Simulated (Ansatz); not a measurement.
Si:
```
Si
1.0
    4.71560     2.72255     1.88879
   -4.71560     2.72255     1.88879
    0.00000    -5.44510     1.88879
Si
8
Cartesian
 -3.29112  -0.83008   2.35674
  3.29112   0.83008   3.30965
  2.36444  -2.43516   2.35674
 -2.36444   2.43516   3.30965
  0.92669   3.26524   2.35674
 -0.92669  -3.26524   3.30965
  0.00000   0.00000   4.03713
  0.00000   0.00000   1.62925
```

Relaxed with r²SCAN. Special points in fractions of this cell's reciprocal vectors: Γ (0.000, 0.000, 0.000); L (0.500, 0.000, 0.000); T (0.500, -0.500, 0.500); P0 (0.247, -0.753, 0.247); P2 (0.247, 0.247, 0.247); F (0.500, -0.500, 0.000).

Question: List the band energies nearest the Fermi level at these points for r²SCAN (plane waves, PAW; program Ansatz).

Answer: In eV from the Fermi level; about four levels below and three above (degenerate sets whole), none deeper than 8.9 eV; points with the same levels are listed once.

| k | below | above |
|---|---|---|
| Γ | -4.26 -4.26 -1.57 -1.57 -1.01 | 1.89 2.15 2.15 |
| L | -1.89 -1.60 -1.26 -0.02 | 1.03 2.14 2.27 |
| T | -2.55 -2.18 -0.01 -0.01 | 1.71 2.51 2.89 2.89 |
| P0 | -3.38 -3.38 -2.63 -2.63 -2.36 | 1.62 1.99 1.99 |
| F | -2.54 -2.07 -1.87 -1.42 | 0.51 0.99 1.45 |

Space group R-3. The workflow started from a Materials Project entry (that database holds measured and hypothetical structures alike); the Crystallography Open Database copy checked does not list it. It is not the phase usual at ambient conditions (space group No. 227). Symmetry was held in the r²SCAN relaxation; its stability against distortions is not shown here. The Fermi level of a semimetal is unsure by some 0.05 eV on such meshes.

Potentials: the later of the program's two PAW sets.
